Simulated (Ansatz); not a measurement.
## Rb₃InS₃: computed property card

Rb₃InS₃:
```
CELL_PARAMETERS angstrom
      4.50250     6.84112     0.00000
     -4.50250     6.84112     0.00000
     -1.57183     0.00000     7.77151
ATOMIC_POSITIONS crystal
  Rb 0.74532 0.74532 0.00000
  Rb 0.25468 0.25468 0.00000
  Rb 0.67875 0.67875 0.50000
  Rb 0.32125 0.32125 0.50000
  Rb 0.11231 0.88769 0.35502
  Rb 0.88769 0.11231 0.64498
  In 0.67576 0.32424 0.14805
  In 0.32424 0.67576 0.85195
  S  0.34605 0.94812 0.72461
  S  0.65395 0.05188 0.27539
  S  0.94812 0.34605 0.27539
  S  0.05188 0.65395 0.72461
  S  0.60052 0.39948 0.82240
  S  0.39948 0.60052 0.17760
```

Space group C2/m (No. 12); conventional cell a = 9.0050 Å, b = 13.6822 Å, c = 7.9289 Å, α = γ = 90.00°, β = 101.43°.

Method: plane-wave PAW r²SCAN (Ansatz code). Structure relaxed to zero pressure with the same functional. Other levels are named where they apply.

### Cell and energy

```json
{
  "volume_per_atom": "34.20 Å³",
  "density": "3.24 g/cm³",
  "Formation energy from the elements (no fitted shifts)": "-1.27 eV/atom"
}
```

### Electronic structure

```json
{
 "band_gap": "2.80 eV (indirect)",
 "valence_band_maximum": "at Y (k = 0.500, 0.500, 0.000 in fractions of the reciprocal vectors)",
 "conduction_band_minimum": "at Γ",
 "smallest_direct_gap_on_the_standard_path": "2.84 eV",
 "electron_effective_mass": "0.31, 0.34, 0.40 mₑ (principal values)",
 "hole_effective_mass": "2.2, 2.2, 6.5 mₑ (principal values)",
 "Gap with spin–orbit coupling": "2.79 eV"
}
```

### Mechanics

```json
{
  "Bulk modulus (Birch–Murnaghan fit)": "19.3 GPa",
  "Pressure derivative B′": "4.3"
}
```

The workflow started from a Materials Project entry (that database holds measured and hypothetical structures alike); the Crystallography Open Database copy checked does not list it. Its standing as an ambient phase is unchecked. Symmetry was held in the r²SCAN relaxation; its stability against distortions is not shown here. The references are the lowest solids computed at this level, not always the standard phases. Spin–orbit coupling is left out wherever it is not named.

Potentials: the later of the program's two PAW sets.
